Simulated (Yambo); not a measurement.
Material: AlSb (zinc blende, space group F-43m, No. 216) under isotropic strain of -1 % on all lattice vectors; a = 4.309 Å, b = 4.309 Å, c = 4.309 Å, α = 60.00°, β = 60.00°, γ = 60.00° (2 atoms in the cell). The PBEsol cell relaxed from Materials Project entry mp-2624 was given an isotropic strain of -1 % on all lattice vectors, and the atoms were relaxed again.

With norm-conserving PBE (stringent potentials; Quantum ESPRESSO, 100 Ry, scalar-relativistic), the gap between the mesh's edge points (Γ → X) is 1.182 eV.

What does a G0W0 run in Yambo give for it (4×4×4 Γ-centred k mesh, bands 5 to 256 and a 15 Ry block in the screening, 256 bands in G with the Bruneval-Gonze terminator, plasmon pole fitted at 27.2 eV)?

The correction is 0.507 eV, giving 1.689 eV, 1.4 times the PBE value.  Convergence of the G0W0 settings was not tested. Spin-orbit coupling is left out, which matters for elements this heavy: edges can move by tenths of an eV.
